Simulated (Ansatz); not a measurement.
Here is an unrelaxed guess for LiH5.

```
CELL_PARAMETERS angstrom
6.97658 0.00000 0.00000
-3.48829 6.04190 0.00000
0.00000 0.00000 5.33932
ATOMIC_POSITIONS crystal
Li 0.33333 0.66667 0.00000
Li 0.66667 0.33333 0.00000
Li 0.00000 0.00000 0.00000
Li 0.00000 0.00000 0.50000
H 0.81631 0.00000 0.50000
H 0.00000 0.81631 0.50000
H 0.18369 0.18369 0.50000
H 0.18369 0.00000 0.50000
H 0.00000 0.18369 0.50000
H 0.81631 0.81631 0.50000
H 0.89997 0.23093 0.00000
H 0.76907 0.66904 0.00000
H 0.33096 0.10003 0.00000
H 0.10003 0.76907 0.00000
H 0.23093 0.33096 0.00000
H 0.66904 0.89997 0.00000
H 0.23093 0.89997 0.00000
H 0.66904 0.76907 0.00000
H 0.10003 0.33096 0.00000
H 0.76907 0.10003 0.00000
H 0.33096 0.23093 0.00000
H 0.89997 0.66904 0.00000
H 0.00000 0.00000 0.75378
H 0.00000 0.00000 0.24622
```

All numbers below come from Ansatz 0.2.0, DFT PBE, scalar-relativistic, plane waves, PAW. Plane waves to 420 eV, a k mesh through Γ of 3×3×4 on the computed 24-atom cell and Gaussian smearing (0.10 eV); no spin polarisation.

Energies over the elements count from the elements' standard structures at the same level (H₂ as a molecule), with no fitted energy shifts.

**Question.** What does a single point on this coarse mesh give?

**Answer.** The pressure is 7.8 GPa (the mean over three directions, positive in compression), the largest force is 1.58 eV/Å, and the energy is +0.65 eV/atom against the elements. The shortest distance is 0.91 Å.

**Question.** How much does it gain on relaxing, and where does it end?

**Answer.** Relaxing gains about 0.19 eV/atom (the start's value is from the coarse mesh, so the gain is rough) in 17 ionic steps and ends at +0.46 eV/atom on the finer mesh. The symmetry stays P6/mmm (No. 191). The volume per atom grows by 70.0 %, from 9.4 to 15.9 Å³. The shortest distance goes from 0.91 Å (H–H) to 0.80 Å (H–H). The ratio c/a of the conventional cell changes by a factor of 1.26. Conventional cell: a = 7.715 Å, c = 7.425 Å. Li on a site of symmetry -6m2 is surrounded by 6 H at 1.89 Å; Li on a site of symmetry 6/mmm is surrounded by 2 H at 1.67 Å; H on a site of symmetry m2m is surrounded by 2 H at 1.48 Å and 1 Li at 1.48 Å; 3 more sites not described.

The last run used a 6×6×6 mesh for its 24-atom cell and Gaussian smearing of 0.10 eV. No dispersion correction is applied, so the spacing and binding between layers, chains or molecules are poorly described. With hydrogen, zero-point motion can shift formation energies by some tens of meV/atom. The relaxation can't lower the symmetry of the start. A structure relaxed within its symmetry needn't be a true minimum.
